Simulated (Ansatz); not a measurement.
SrAg$_{2}$B$_{2}$, a known structure type with other elements, at an estimated volume

```
B Ag Sr
1.0
     0.00000    4.11801    0.00000
     4.11801    0.00000    0.00000
     2.05900    2.05900   -4.92657
B Ag Sr
2 2 1
Cartesian
  2.0590 2.0590 -1.0937
  4.1180 4.1180 -3.8329
  2.0590 4.1180 -2.4633
  4.1180 2.0590 -2.4633
  0.0000 0.0000 0.0000
```

Level: r2SCAN, no spin polarisation; 500 eV; 9×9×9 Γ-centred mesh; fermi-dirac occupations (width 0.1 eV); Ansatz 0.2.0, fixed geometry.

**Question.** Is there a gap?

**Answer.** It is a metal, with about 3.1 states/eV a cell as the mean within 0.25 eV of the Fermi level, mostly B p (69 %).

**Question.** Which atom feels the largest force, and which way?

**Answer.** The largest is on B1 (and as large on other atoms): 1.28 eV/Å, components (0.00, 0.00, 1.28). It makes 0° with the line to a nearest neighbour, B2 at 2.19 Å, pointing towards it.

**Question.** Describe some of the short contacts.

**Answer.** B–B at 2.19 Å: least valence density 0.43 e/Å³ and ELF 0.83 there. B–Ag at 2.47 Å: least valence density 0.34 e/Å³ and ELF 0.41 there. Ag–Ag at 2.91 Å: least valence density 0.22 e/Å³ and ELF 0.17 there. Both are smooth PAW fields, read partly inside the augmentation spheres.

**Question.** What is the formation energy?

**Answer.** 0.48 eV an atom against the elements' usual phases (free molecules for gases, crystals otherwise, with no correction for O₂ or N₂), so at this geometry it isn't bound against them. Relaxing would lower it.

Origin: a known structure type with other elements, at an estimated volume, so it need not be a known compound. Caveats: many states at the Fermi level without spin polarisation, so a magnetic state may lie lower.
